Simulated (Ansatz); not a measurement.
Data sheet: Bi2CuTe3 (DFT)

Bi2CuTe3:
```xyz
6
Lattice="4.2058 0.0000 0.0000 -2.1029 3.6423 0.0000 0.0000 0.0000 11.1354" Properties=species:S:1:pos:R:3 pbc="T T T"
Te     0.0000     2.4282     7.0187
Bi     2.1029     1.2141     9.0253
Te     0.0000     0.0000     0.0000
Bi     0.0000     2.4282     2.1101
Te     2.1029     1.2141     4.1167
Cu     0.0000     0.0000     5.5677
```

Space group P-3m1 (No. 164); conventional cell a = 4.2058 Å, b = 4.2058 Å, c = 11.1354 Å, α = 90.00°, β = 90.00°, γ = 120.00°.

Method: r²SCAN+D4 (plane waves, PAW; program Ansatz). Structure relaxed to zero pressure with the same functional. Other levels are named where they apply.

Cell and energy:

* **Volume per atom**: 28.43 Å³
* **Density**: 8.41 g/cm³
* **Formation energy from the elements (no fitted shifts)**: -0.060 eV/atom

Electronic structure:

* **Electronic character**: metallic (no gap)
* **Density of states at the Fermi level**: 0.40 states/eV per atom (mean over ±0.08 eV)
* **Gap with spin–orbit coupling**: none (metallic)

Mechanics:

- Bulk modulus (Birch–Murnaghan fit) = 55.9 GPa
- Pressure derivative B′ = 4.5

Charges:

* **Bader charges**: Te -0.54 to -0.44, Bi +0.58, Cu +0.25 e

The cell is a constructed one: a structure type filled with these elements; neither database checked (COD, Materials Project) lists it. Its standing as an ambient phase is unchecked. The r²SCAN+D4 relaxation kept the symmetry of its start; its stability against distortions is not shown here. The run is not spin-polarised. With an odd number of electrons in the cell and no spin polarisation, the count alone makes it a metal. The references are the lowest solids computed at this level, not always the standard phases. Scalar-relativistic: spin–orbit coupling is off unless named, which matters more the heavier the elements.

Potentials: the later of the program's two PAW sets.
